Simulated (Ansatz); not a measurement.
Each is relaxed and computed with the program Ansatz at the r²SCAN level (PAW). Which is the only metal?
A. LaGe2Ru2, I4/mmm (La on 2a, Ge on 4e, Ru on 4d)
B. KLaGeS4, P2_1 (Pearson symbol mP14)
C. GeTePt, P2_13 (Ge on 4a, Te on 4a, Pt on 4a)
D. GePdS3, C2/m (Pearson symbol mS20)

A, LaGe2Ru2, I4/mmm (La on 2a, Ge on 4e, Ru on 4d). LaGe2Ru2: metal; KLaGeS4: gap 2.84 eV (indirect); GePdS3: gap 1.49 eV (indirect); GeTePt: gap 0.37 eV (indirect). Standing as an ambient phase not checked: LaGe2Ru2, I4/mmm (La on 2a, Ge on 4e, Ru on 4d); KLaGeS4, P2_1 (Pearson symbol mP14); GePdS3, C2/m (Pearson symbol mS20); GeTePt, P2_13 (Ge on 4a, Te on 4a, Pt on 4a). Weakly bound layers, chains or molecules computed without a dispersion correction, so cells and soft constants are ill determined: GePdS3, C2/m (Pearson symbol mS20). All cells were relaxed under the symmetry of their starts (and spin orders); stability against distortions was not tested throughout. Rows with no word on spin ran without spin polarisation. Scalar-relativistic: spin–orbit coupling is off unless named, which matters more the heavier the elements.

Potentials: the later of the program's two PAW sets.
